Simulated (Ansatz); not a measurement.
# Ga5As3P2: computed properties

Method: Ansatz 0.2.0, DFT PBE, scalar-relativistic, plane waves, PAW.

Settings: cutoff 420 eV, Γ-centred mesh 10×10×10 on the computed 10-atom cell, Gaussian smearing of 0.02 eV; no spin polarisation.

The structure is relaxed at this level of theory with its symmetry kept, and needn't be the ground state of this composition.

```
Ga P As
1.0
    -1.99563    1.99563   14.13698
     1.99563   -1.99563   14.13698
     1.99563    1.99563  -14.13698
Ga P As
5 2 3
Direct
  0.60296 0.60296 0.00000
  0.00000 0.00000 0.00000
  0.39704 0.39704 0.00000
  0.80141 0.80141 0.00000
  0.19859 0.19859 0.00000
  0.34923 0.84923 0.50000
  0.15077 0.65077 0.50000
  0.94855 0.44855 0.50000
  0.75000 0.25000 0.50000
  0.55145 0.05145 0.50000
```

Question: Formation energy from the elements' standard states (uncorrected)?

Answer: -0.376 eV/atom.

Question: Kohn–Sham band gap?

Answer: 0.67 eV.

Question: Orbital (Löwdin) character of the top 1 eV of the valence band?

Answer: As 4p 54 %, P 3p 22 %, Ga 4p 21 %.

Question: Orbital (Löwdin) character of the lowest 1 eV of the conduction band?

Answer: Ga 4s 28 %, Ga 4p 28 %, As 4s 11 %, P 3s 9 %, As 4p 9 %, P 3p 9 %, unprojected 5 %.

Question: Bader charge by site (e)?

Answer: Ga (2 in the cell) 0.76, Ga (1 in the cell) 0.68, Ga (2 in the cell) 0.76, P (2 in the cell) -0.83, As (2 in the cell) -0.68, As (1 in the cell) -0.69.

The cell was found from a structure generator's guess, not taken from experiment. Kohn–Sham gaps at this level usually fall short of measured ones. Löwdin shares on free-atom orbitals overweight diffuse shells in the empty bands.
